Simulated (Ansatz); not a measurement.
HfPt3:
```xyz
16
Lattice="5.6667 0.0000 0.0000 -2.8333 4.9075 0.0000 0.0000 0.0000 9.2570" Properties=species:S:1:pos:R:3 pbc="T T T"
Hf     0.0000     0.0000     0.0000
Hf     0.0000     0.0000     4.6285
Hf     0.0000     3.2716     2.3143
Hf     2.8333     1.6358     6.9428
Pt     2.8333     0.0000     0.0000
Pt     1.4167     2.4537     4.6285
Pt    -1.4167     2.4537     0.0000
Pt     2.8333     0.0000     4.6285
Pt     1.4167     2.4537     0.0000
Pt    -1.4167     2.4537     4.6285
Pt     2.8333     3.2428     2.3143
Pt     0.0000     1.6646     6.9428
Pt    -1.3917     4.0751     6.9428
Pt     4.2250     0.8323     2.3143
Pt     1.4416     0.8323     2.3143
Pt     1.3917     4.0751     6.9428
```

Relaxed with r²SCAN. Special points in fractions of this cell's reciprocal vectors: Γ (0.000, 0.000, 0.000); M (0.500, 0.000, 0.000); K (0.333, 0.333, 0.000); A (0.000, 0.000, 0.500); L (0.500, 0.000, 0.500); H (0.333, 0.333, 0.500).

Task: List the band energies nearest the Fermi level at these points for r²SCAN with spin–orbit coupling (plane waves, PAW; program Ansatz).

Result: In eV from the Fermi level; about four levels below and three above (degenerate sets whole), none deeper than 8.9 eV; points with the same levels are listed once.

```json
[
 {"k": "Γ", "below": "-0.18 -0.18 -0.18 -0.18 -0.05 -0.05", "above": "0.05 0.05 0.10 0.10"},
 {"k": "M", "below": "-0.49 -0.49 -0.35 -0.35", "above": "0.22 0.22 0.91 0.91"},
 {"k": "K", "below": "-0.78 -0.78 -0.18 -0.18", "above": "0.81 0.81 1.37 1.37"},
 {"k": "A", "below": "-0.13 -0.13 -0.13 -0.13", "above": "0.96 0.96 0.96 0.96"},
 {"k": "L", "below": "-0.23 -0.23 -0.23 -0.23", "above": "0.53 0.53 0.53 0.53"},
 {"k": "H", "below": "-0.66 -0.66 -0.66 -0.66", "above": "0.71 0.71 0.73 0.73"}
]
```

Space group P6_3/mmc. The first step of the workflow began from a Materials Project structure, measured or hypothetical; the Crystallography Open Database files this formula in space group No. 194, but the cells were not matched. Its standing as an ambient phase is unchecked. The cell was relaxed with r²SCAN under the symmetry of its start; its stability against distortions is not shown here. The run is not spin-polarised.

Potentials: the later of the program's two PAW sets.
